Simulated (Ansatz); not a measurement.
### Question
Na (diamond, space group No. 227) is relaxed with r²SCAN in the plane-wave PAW code Ansatz. What lattice parameters of the conventional cell result?

### Answer
a = 7.649 Å.

Space group Fd-3m (diamond). The start of the workflow was typed in or built on a structure type; neither database checked (COD, Materials Project) lists it. It is not the phase usual at ambient conditions (space group No. 229). The r²SCAN relaxation kept the symmetry of its start. At this level the phase is mechanically unstable.

Potentials: the later of the program's two PAW sets.
